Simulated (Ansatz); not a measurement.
TiC₃: forces and stress of a distorted cell

System: generated TiC₃ built from the ReO3 structure and then distorted.

Ansatz, LAPW, all electrons; functional PBE; scalar-relativistic, point nucleus. Brillouin zone: 2×2×2 (shift 0.5, 0.5, 0.5 mesh steps), Fermi–Dirac smearing of 0.15 eV; a denser mesh would shift the values. In metals such a mesh can move stress, forces and moments by their own size. The run is spin-unpolarised. Holes or spare electrons on the non-metal atoms can carry spin, which this run forbids. Labels count atoms in the order given.

```
Ti C
1.0
     3.88218    0.11847    0.03649
     0.11847    3.89793   -0.04393
     0.03649   -0.04393    4.05376
Ti C
1 3
Direct
  0.28767 0.85472 0.27840
  0.79879 0.85086 0.23870
  0.29621 0.33192 0.26156
  0.30445 0.85235 0.74564
```

Forces in eV/Å:
```
Ti1   0.661 -2.205 -1.355
C2   -1.183  0.115 -1.085
C3    0.186  1.971 -0.249
C4    0.336  0.119  2.690
```

Stress (GPa; xx, yy, zz, yz, xz, xy; compression positive): 10.96, 12.48, 2.46, -0.39, 0.66, 0.93.

The pressure is 8.64 GPa and the largest force is 2.713 eV/Å.
